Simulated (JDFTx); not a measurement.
An input for JDFTx (a modified build) (NaF(100), vacuum; bohr, hartree) and the course of its log:

```
lattice \
  6.1090002430 0.0000000000 0.0000000000 \
  0.0000000000 6.1090002430 0.0000000000 \
  0.0000000000 0.0000000000 51.7784958147
coords-type Lattice
ion F 0.0000000000 0.0000000000 -0.2085670620 1
ion F 0.5000000000 0.5000000000 -0.1251402370 1
ion F 0.0000000000 0.0000000000 -0.0417134120 0
ion F 0.5000000000 0.5000000000 0.0417134120 0
ion F 0.0000000000 0.0000000000 0.1251402370 1
ion F 0.5000000000 0.5000000000 0.2085670620 1
ion Na 0.5000000000 0.5000000000 -0.2085670620 1
ion Na 0.0000000000 0.0000000000 -0.1251402370 1
ion Na 0.5000000000 0.5000000000 -0.0417134120 0
ion Na 0.0000000000 0.0000000000 0.0417134120 0
ion Na 0.5000000000 0.5000000000 0.1251402370 1
ion Na 0.0000000000 0.0000000000 0.2085670620 1
ion-species pseudo/f_pbe_v1.4.upf
ion-species pseudo/na_pbe_v1.5.upf
elec-cutoff 20 100
elec-ex-corr gga-PBE
coulomb-interaction Slab 001
coulomb-truncation-embed 0 0 0
kpoint-folding 6 6 1
elec-smearing Fermi 0.003
lcao-params 10
elec-n-bands 56
converge-empty-states yes
electronic-scf nIterations 100 energyDiffThreshold 1e-07
ionic-minimize nIterations 10 energyDiffThreshold 1e-5 knormThreshold 4e-4
dump-name vac.$VAR
dump End State Ecomponents EigStats BandEigs Forces ElecDensity IonicPositions Fillings Kpoints Dtot
```

```
[the ionic steps are shown, and the last electronic cycles]
IonicMinimize: Iter:   0  F: -432.588111606280506  |grad|_K:  1.411e-03
IonicMinimize: 	Wolfe criterion not satisfied: alpha: 1  (E-E0)/|gdotd0|: -0.989284  gdotd/gdotd0: 0.975733 (taking cubic step)
IonicMinimize: 	Wolfe criterion not satisfied: alpha: 3  (E-E0)/|gdotd0|: -2.88269  gdotd/gdotd0: 0.924426 (taking cubic step)
IonicMinimize: Iter:   1  F: -432.588414038413475  |grad|_K:  1.178e-03  alpha:  7.000e+00  linmin: -9.662e-01
IonicMinimize: Iter:   2  F: -432.589229481365976  |grad|_K:  8.426e-04  alpha:  5.000e-01  linmin: -8.159e-01
IonicMinimize: Iter:   3  F: -432.589885568800753  |grad|_K:  8.232e-04  alpha:  4.248e-01  linmin: -4.334e-01
IonicMinimize: Iter:   4  F: -432.590350573924468  |grad|_K:  4.200e-04  alpha:  4.516e-01  linmin: -2.713e-01
SCF: Cycle: 25   F: -432.590483734257646   dF: -6.648e-09   |Residual|: 3.673e-05   |deigs|: 2.365e-04
	FillingsUpdate:  mu: -0.100000000  nElectrons: 96.000000
SCF: Cycle: 26   F: -432.590483736229999   dF: -1.972e-09   |Residual|: 2.292e-05   |deigs|: 1.458e-04
SCF: Converged (|Delta E|<1.000000e-07 for 2 iters).
IonicMinimize: Iter:   5  F: -432.590483736229999  |grad|_K:  2.963e-04  alpha:  8.132e-01  linmin: -2.201e-03
IonicMinimize: Converged (|grad|_K<4.000000e-04).
```

This run gave no converged result. The electrons converged at the last geometry, but the relaxation ended without meeting its force or energy threshold; the structure isn't a minimum.
